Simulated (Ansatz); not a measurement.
The relaxed structure here is a generated cell of VBiO4: the first start was made by a random draw of sites in a space group, and the end was not matched to a known phase here, so it may be hypothetical. Known forms of VBiO4 include space group No. 88.

One stationary structure of VBiO$_{4}$. All values below come from PBE (plane waves to 420 eV, PAW, scalar-relativistic; Ansatz, a program for electronic structure).

```
CELL_PARAMETERS angstrom
      1.87961     1.08519     5.60661
     -1.87961     1.08519     5.60661
      0.00000    -2.17038     5.60661
ATOMIC_POSITIONS crystal
  Bi 0.00000 0.00000 0.00000
  O  0.14875 0.14875 0.14875
  O  0.85125 0.85125 0.85125
  O  0.60969 0.60969 0.60969
  O  0.39031 0.39031 0.39031
  V  0.50000 0.50000 0.50000
```

**Question.** Determine the symmetry and give the standard cell with its independent sites.

**Answer.** Space group R-3m, hexagonal axes (No. 166); a = b = 3.759 Å, c = 16.820 Å, α = β = 90.00°, γ = 120.00°

```csv
atom,site,symmetry,x,y,z
Bi,3a,-3m,0.0000,0.0000,0.0000
O,6c,3m,0.0000,0.0000,0.1487
O,6c,3m,0.0000,0.0000,0.3903
V,3b,-3m,0.0000,0.0000,0.5000
```

**Question.** Give the shortest distances between elements (the closest pairs, up to four, under 3.6 Å).

**Answer.** O–V 1.85 Å; O–O 2.25 Å; Bi–O 2.37 Å; Bi–V 3.55 Å.

```json
{
  "volume_per_atom": "11.44 Å³",
  "density": "7.84 g/cm³",
  "band_gap": "no clear gap: the sampled points leave 0.13 eV away from the symmetry points, which may be a band crossing missed between them",
  "smallest_direct_gap": "0.49 eV at 12 % of the way from H0 to L",
  "magnetic_moment": "zero (the starting moments vanished)"
}
```

No spin polarisation in the result: the starting moments vanished. No Hubbard U is applied. Without spin-orbit coupling the bands of the heavy element are not split, so the gap can be far off.

The run could not lose the symmetry of its start, so the end can be a saddle point.
